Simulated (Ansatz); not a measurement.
According to DFT-PBE in the program Ansatz with PAW potentials, BAs in the hexagonal phase (P6_422; B on 3c, As on 3d) relaxes to a = 3.459 Å, c = 7.482 Å. Against the elements it lies at 0.42 eV/atom, with no fitted shifts.

It is gapped at this level: 0.48 eV (indirect). The valence maximum lies at Γ and the conduction minimum at M (3 equivalent valleys). Gap from PBE with spin–orbit coupling: 0.47 eV (the band order may be inverted). The electron mass is 0.21, 0.33, 0.35 mₑ (principal values). The hole mass is 0.18, 0.45, 0.45 mₑ (principal values).

An equation-of-state fit gives a bulk modulus of 136 GPa.

The start of the workflow was typed in or built on a structure type; neither database checked (COD, Materials Project) lists it. It is not the phase usual at ambient conditions (space group No. 216). The PBE relaxation kept the symmetry of its start; whether a distortion lowers the energy is not shown. Its formation energy is positive at this level, so the cell may be metastable or incomplete. The references are the lowest solids computed at this level, not always the standard phases. Spin–orbit coupling is left out wherever it is not named.

Potentials: the later of the program's two PAW sets.
